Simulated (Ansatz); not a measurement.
Diamond Si, relaxed with r2SCAN, was run in Ansatz under altered settings. All numbers are computed, without spin polarisation but where a row says otherwise.

```
CELL_PARAMETERS angstrom
0.00000 2.72212 2.72212
2.72212 0.00000 2.72212
2.72212 2.72212 0.00000
ATOMIC_POSITIONS crystal
Si 0.00000 0.00000 0.00000
Si 0.25000 0.25000 0.25000
```

The base run's other keys:
```yaml
kpoints:
  mp_grid: { grid: [4, 4, 4] }
hamiltonian:
  xc: hse06
scf:
  occupations: { method: fixed }
  n_extra_bands: 4
```

It takes 10 iterations with 749 plane waves at 420 eV and 8 k points, and leaves a mean stress of +0.36 GPa. The gap over this mesh is 1.327 eV. It ran on 4 threads of Arm Neoverse N1, with other jobs on the host.

Outcomes, with energy and stress as changes against the base:
```csv
setting,outcome,ΔF (meV/atom),Δ mean stress (GPa),gap on the mesh (eV),iterations,wall time
hamiltonian.xc: wpbeh,converged,–,+0.2,1.354,10,4.3 s
"PBE hybrid, exx coeff 0.4, omega 0.1 1/Å",converged,–,-1.1,2.210,11,4.5 s
scf.exx.ecutfock_ratio: 2,converged,0.0,0.0,1.327,10,4 s
"PBE hybrid, exx coeff 1.0, omega 0.2078 1/Å",converged,–,-3.9,3.508,15,4.8 s
scf.convergence.dr2_threshold: 1e-12,converged,0.0,0.0,1.327,15,4.2 s
```
A dash marks a value that wasn't obtained or can't be compared. Stress is positive in compression. The base took 4.2 s.

- hamiltonian.xc: wpbeh. The mean stress moves by +0.2 GPa and the gap on the mesh by +0.027 eV (to 1.354). It's another functional on the same cell, so totals aren't comparable.
- PBE hybrid, exx coeff 0.4, omega 0.1 1/Å. That is 40 % exact exchange, screened with ω = 0.1 1/Å, against HSE06's 25 % screened at 0.208 1/Å. The mean stress moves by -1.1 GPa and the gap on the mesh by +0.882 eV (to 2.210). Totals of different functionals aren't comparable. The program warns that on this mesh the truncation of the exchange isn't bounded, so part of the change can be an error of the mesh.
- PBE hybrid, exx coeff 1.0, omega 0.2078 1/Å. That is 100 % exact exchange, screened with ω = 0.2078 1/Å, against HSE06's 25 % screened at 0.208 1/Å. The mean stress moves by -3.9 GPa and the gap on the mesh by +2.181 eV (to 3.508). Totals of different functionals aren't comparable.

Within 1 meV an atom, 0.1 GPa and 0.005 eV of the base stay: scf.exx.ecutfock_ratio: 2; scf.convergence.dr2_threshold: 1e-12.

The stress of a hybrid is loosely converged in these runs.

The meshes of the hybrids are coarse, so their gaps aren't converged to the digits shown.
